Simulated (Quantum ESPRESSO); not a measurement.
Al4Zr2NbPt, input and log of a self-consistent run

A calculation, not a measurement. The program is pw.x of Quantum ESPRESSO 7.5 (plane-wave density functional theory). The cell is made up: eight metal atoms on a face-centred cubic lattice, with elements, volume, strain and displacements drawn at random and not relaxed, so it may be unstable or far from any real phase. PseudoDojo standard norm-conserving files set the functional (PBE unless stated); there is no spin polarisation or spin-orbit coupling, the Fermi-Dirac width of 0.25 eV means electrons at about 2900 K, and the masses in the input are unused placeholders. Heavy elements are run without spin-orbit coupling, which real alloys of them have. A spin test at this wide smearing found no moment, but such smearing suppresses magnetism that the real alloy may have.

Input:

```
&control calculation='scf', pseudo_dir='./dojo.nc.sr.pbe.v0_5.standard.upf', outdir='./o', disk_io='minimal', tprnfor=.true., tstress=.true. /
&system ibrav=0, nat=8, ntyp=4, nbnd=47, ecutwfc=84.00895049, nosym=.true., tot_charge=0,
 occupations='smearing', smearing='fd', degauss=0.0183746611
/
&electrons conv_thr=1.470e-08, electron_maxstep=70, mixing_beta=0.5 /
ATOMIC_SPECIES
Al 1.0 Al.upf
Nb 1.0 Nb.upf
Pt 1.0 Pt.upf
Zr 1.0 Zr.upf
CELL_PARAMETERS angstrom
0.0 -2.0468 -2.0468
2.0468 4.0935 -2.0468
8.1871 -4.0935 4.0935
ATOMIC_POSITIONS angstrom
Al 0.0508 0.0157 -0.0569
Zr 4.0515 -2.0417 2.1297
Al 4.0991 0.0204 -0.0765
Nb 8.1948 -2.0363 2.0615
Pt 2.1092 -2.0049 0.1183
Al 6.1812 -4.195 2.0322
Al 2.0352 -0.0691 -2.0865
Zr 6.08 -1.9471 0.016
K_POINTS automatic
8 5 3 1 1 1
```

The log is shortened where brackets say so; the opening notice, blank lines, dates and the lines on written files are dropped, and the path of the files is cut. It prints rydbergs, bohrs and kilobars, and counts compression as positive stress. Its total energy is the free energy E - TS of the whole cell.

```
     Program PWSCF v.7.5
     Parallel version (MPI & OpenMP), running on       4 processor cores
     Number of MPI processes:                 4
     Threads/MPI process:                     1
     [start-up lines left out]
     bravais-lattice index     =            0
     lattice parameter (alat)  =       5.4700  a.u.
     unit-cell volume          =     925.8292 (a.u.)^3
     number of atoms/cell      =            8
     number of atomic types    =            4
     number of electrons       =        67.00
     number of Kohn-Sham states=           47
     kinetic-energy cutoff     =      84.0090  Ry
     charge density cutoff     =     336.0358  Ry
     scf convergence threshold =      1.5E-08
     mixing beta               =       0.5000
     number of iterations used =            8  plain     mixing
     Exchange-correlation= PBE
                           (   1   4   3   4   0   0   0)
     [axes and pseudopotential details left out]
   Cartesian axes
     site n.     atom                  positions (alat units)
         1        Al     tau(   1) = (   0.0175498   0.0054239  -0.0196572  )
         2        Zr     tau(   2) = (   1.3996693  -0.7053449   0.7357462  )
         3        Al     tau(   3) = (   1.4161136   0.0070476  -0.0264284  )
         4        Nb     tau(   4) = (   2.8310527  -0.7034794   0.7121852  )
         5        Pt     tau(   5) = (   0.7286641  -0.6926316   0.0408690  )
         6        Al     tau(   6) = (   2.1354155  -1.4492442   0.7020629  )
         7        Al     tau(   7) = (   0.7030993  -0.0238719  -0.7208219  )
         8        Zr     tau(   8) = (   2.1004540  -0.6726635   0.0055275  )
     number of k points=    60  Fermi-Dirac smearing, width (Ry)=  0.0184
                       cart. coord. in units 2pi/alat
        k(    1) = (   0.0905982  -0.0125219  -0.0758664), wk =   0.0333333
        k(    2) = (  -0.0861805   0.0464053  -0.1347936), wk =   0.0333333
     [further k points left out]
     Dense  grid:    96339 G-vectors     FFT dimensions: (  32,  60, 120)
     Estimated max dynamical RAM per process >     281.03 MB
     Estimated total dynamical RAM >       1.03 GB
     Initial potential from superposition of free atoms
     starting charge      66.9830, renormalised to      67.0000
     Starting wfcs are   56 randomized atomic wfcs
     total cpu time spent up to now is        6.2 secs
     per-process dynamical memory:   224.0 Mb
     Self-consistent Calculation
     iteration #  1     ecut=    84.01 Ry     beta= 0.50
     Davidson diagonalization with overlap
     ethr =  1.00E-02,  avg # of iterations =  3.4
     total cpu time spent up to now is       18.2 secs
     total energy              =    -602.50348384 Ry
     estimated scf accuracy    <       6.72846973 Ry
     iteration #  2     ecut=    84.01 Ry     beta= 0.50
     Davidson diagonalization with overlap
     ethr =  1.00E-02,  avg # of iterations =  5.4
     total cpu time spent up to now is       33.3 secs
     total energy              =    -601.93949297 Ry
     estimated scf accuracy    <     100.41926366 Ry
     iteration #  3     ecut=    84.01 Ry     beta= 0.50
     Davidson diagonalization with overlap
     ethr =  1.00E-02,  avg # of iterations =  4.8
     total cpu time spent up to now is       46.9 secs
     total energy              =    -606.64610200 Ry
     estimated scf accuracy    <       6.01973141 Ry
     iteration #  4     ecut=    84.01 Ry     beta= 0.50
     Davidson diagonalization with overlap
     ethr =  8.98E-03,  avg # of iterations =  2.2
     total cpu time spent up to now is       56.5 secs
     total energy              =    -606.86834079 Ry
     estimated scf accuracy    <       2.79095869 Ry
     iteration #  5     ecut=    84.01 Ry     beta= 0.50
     Davidson diagonalization with overlap
     ethr =  4.17E-03,  avg # of iterations =  1.8
     total cpu time spent up to now is       65.8 secs
     total energy              =    -606.94250515 Ry
     estimated scf accuracy    <       0.81790558 Ry
     [iterations 6 to 11 left out]
     iteration # 12     ecut=    84.01 Ry     beta= 0.50
     Davidson diagonalization with overlap
     ethr =  7.70E-08,  avg # of iterations =  3.6
     total cpu time spent up to now is      147.9 secs
     total energy              =    -606.96613525 Ry
     estimated scf accuracy    <       0.00000623 Ry
     iteration # 13     ecut=    84.01 Ry     beta= 0.50
     Davidson diagonalization with overlap
     ethr =  9.30E-09,  avg # of iterations =  2.4
     total cpu time spent up to now is      158.3 secs
     total energy              =    -606.96613639 Ry
     estimated scf accuracy    <       0.00000113 Ry
     iteration # 14     ecut=    84.01 Ry     beta= 0.50
     Davidson diagonalization with overlap
     ethr =  1.68E-09,  avg # of iterations =  2.4
     total cpu time spent up to now is      168.3 secs
     total energy              =    -606.96613647 Ry
     estimated scf accuracy    <       0.00000065 Ry
     iteration # 15     ecut=    84.01 Ry     beta= 0.50
     Davidson diagonalization with overlap
     ethr =  9.69E-10,  avg # of iterations =  2.0
     total cpu time spent up to now is      178.0 secs
     total energy              =    -606.96613652 Ry
     estimated scf accuracy    <       0.00000101 Ry
     iteration # 16     ecut=    84.01 Ry     beta= 0.50
     Davidson diagonalization with overlap
     ethr =  9.69E-10,  avg # of iterations =  1.0
     total cpu time spent up to now is      186.9 secs
     End of self-consistent calculation
     [lines on levels left out]
!    total energy              =    -606.96613657 Ry
     estimated scf accuracy    <       0.00000001 Ry
     smearing contrib. (-TS)   =      -0.07907016 Ry
     internal energy E=F+TS    =    -606.88706641 Ry
     The total energy is F=E-TS. E is the sum of the following terms:
     one-electron contribution =    -254.67576640 Ry
     hartree contribution      =     156.21563438 Ry
     xc contribution           =    -122.83659389 Ry
     ewald contribution        =    -385.59034050 Ry
     convergence has been achieved in  16 iterations
     Forces acting on atoms (cartesian axes, Ry/au):
     atom    1 type  1   force =    -0.00097135   -0.01861539    0.01678980
     atom    2 type  4   force =     0.01828937    0.00773114   -0.02508262
     atom    3 type  1   force =    -0.06849602   -0.00285484    0.02349288
     atom    4 type  2   force =     0.03584021   -0.01710796    0.01191036
     atom    5 type  3   force =    -0.03657927    0.01316743   -0.02386188
     atom    6 type  1   force =     0.02924982    0.01830625    0.00637428
     atom    7 type  1   force =     0.00904714    0.01847552   -0.00739038
     atom    8 type  4   force =     0.01362008   -0.01910215   -0.00223243
     Total force =     0.113881     Total SCF correction =     0.000439
     Computing stress (Cartesian axis) and pressure
          total   stress  (Ry/bohr**3)                   (kbar)     P=       56.05
   0.00018257  -0.00001471   0.00003117           26.86       -2.16        4.58
  -0.00001471   0.00046606   0.00014642           -2.16       68.56       21.54
   0.00003117   0.00014642   0.00049443            4.58       21.54       72.73
     init_run     :      5.48s CPU      5.65s WALL (       1 calls)
     electrons    :    179.73s CPU    180.72s WALL (       1 calls)
     forces       :      1.51s CPU      1.53s WALL (       1 calls)
     stress       :      5.15s CPU      5.15s WALL (       1 calls)
     [timing details left out]
     PWSCF        :   3m12.42s CPU   3m13.67s WALL
     JOB DONE.
```

In other units: free energy -8258.195 eV for the cell, pressure 5.60 GPa, largest force component 1.761 eV/Å in size. The run took 195 s of wall time with four MPI processes on a shared machine (Intel Xeon, 2023 or later, virtual cores), so the time is rough. A rerun of this cell at a higher cutoff and on a denser mesh moved values by no more than 0.005 eV in energy, 0.07 GPa in stress and 0.016 eV/Å in force, and a second program with other atomic files agreed on that cell to 2 % rms in force and 0.5 GPa in pressure.